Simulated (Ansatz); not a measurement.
**NiO: a fit and a missing row**

NiO, Fm-3m, a = 4.116 Å. Ansatz: PBEsol, PAW, 420 eV, Γ-centred 18×18×18 mesh on 2 atoms, Gaussian smearing 0.10 eV; collinear spin, largest moment 1.0 μB. Symmetry fixes shape and atoms, so the cell is only scaled; pressure is positive in compression.

```
V (Å³/atom) P (GPa)
      7.671    33.84
      7.933    21.90
      8.194    11.86
      8.456     4.85
      8.717     0.00
      8.979        ?
      9.240    -9.67
      9.589   -14.72
```

Problem. Take V0 = 8.717 Å³/atom, fit the third-order Birch–Murnaghan form to the other rows, and predict the missing pressure.

Solution. With the Eulerian strain f = ½[(V0/V)^(2/3) − 1] and y = P/[3f(1 + 2f)^(5/2)], the form is the line y = B0 + 1.5 B0 (B0′ − 4) f. Rows (f, y): 0.04448, 204.9; 0.03242, 192.4; 0.02106, 169.3; 0.01024, 150.1; -0.01905, 186.5; -0.03079, 186.8. Means f = 0.009727, y = 181.67; Σ(Δf)² = 0.004321, ΣΔfΔy = 0.5476; the slope is their ratio. y = 180.4 + 126.7 f GPa, so B0 = 180.4 GPa and B0′ = 4 + 2 × (126.7)/(3 × 180.4) = 4.47. At V = 8.979, f = -0.00977, y = 179.16 and P = -5.00 GPa. The run gave -5.21 GPa, so the fit is 0.21 GPa too high, within the rms miss on the fitted rows (1.49 GPa): the form describes this series only roughly. Note that the largest moment runs from 0.13 to 1.35 μB along the series. With a term in f² added B0′ becomes 3.19, so this figure hangs on the form.

The largest moment runs from 0.13 to 1.35 μB along the series, so B0 and B0′ hold the change of the moment too.

The cell holds one magnetic atom, so it can only be ferromagnetic; an antiferromagnetic order may lie lower.